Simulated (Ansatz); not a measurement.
Mo (bcc (W type)), relaxed with LDA (Ansatz, a program for electronic structure, plane waves, PAW): a = b = c = 3.1115 Å, α = β = γ = 90.00°.

```
Property              Result
--------------------  ------
B₀ by P(V) fit (GPa)     294
```

Task: The same phase is relaxed and computed with PBE in the same code. What are the cell and these values now?

Result: a = 3.1605 Å, b = 3.1605 Å, c = 3.1605 Å, α = 90.00°, β = 90.00°, γ = 90.00°.

* **B₀ by P(V) fit (GPa)**: 260

All cells were relaxed under the symmetry of their starts (and spin orders); stability against distortions was not tested throughout. Rows with no word on spin ran without spin polarisation. Scalar-relativistic: spin–orbit coupling is off unless named, which matters more the heavier the elements.

Potentials: the earlier of the program's two PAW sets.

Ansatz is a plane-wave DFT program.
